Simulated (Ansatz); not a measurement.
BaFeO$_{3}$ (cubic perovskite, Pm-3m), the program Ansatz at the r²SCAN level (PAW), all energies at zero smearing, with the estimated change up to a 700 eV cutoff added, with one set of potentials and settings (totals compare only within such a set). Cell of 5 atoms (1 Fe, 3 O, 1 Ba): -12159.282 eV.

```csv
element,reference phase,E (eV/atom)
Fe,"Im-3m, 1 atoms in the cell, spin-polarised",-4485.8961
O,"C2/m, 4 atoms in the cell, spin-polarised",-566.0281
Ba,"Im-3m, 1 atoms in the cell",-5964.4614
```

Formation energy per atom, worked out: (-12159.282 − 1×(-4485.8961) − 3×(-566.0281) − 1×(-5964.4614))/5 = -2.168 eV/atom (-209 kJ per mol of atoms), at 0 K, without zero-point energy or fitted corrections.

The workflow started from an entry of the Crystallography Open Database (COD), which files this formula under 2 space groups. Its standing as an ambient phase is unchecked. Symmetry was held in the r²SCAN relaxation; whether a distortion lowers the energy is not shown. Spin order of the final state: ferromagnetic, chosen from 4 collinear starts compared on coarse meshes (ties went to the first, and starts can fall back to one state), not a proven ground state. Other orbital occupations within this spin state were not tried. No Hubbard U is applied. The references are the lowest solids computed at this level, not always the standard phases (solids in place of the gases). Scalar-relativistic: spin–orbit coupling is off unless named, which matters more the heavier the elements.

Potentials: the later of the program's two PAW sets.
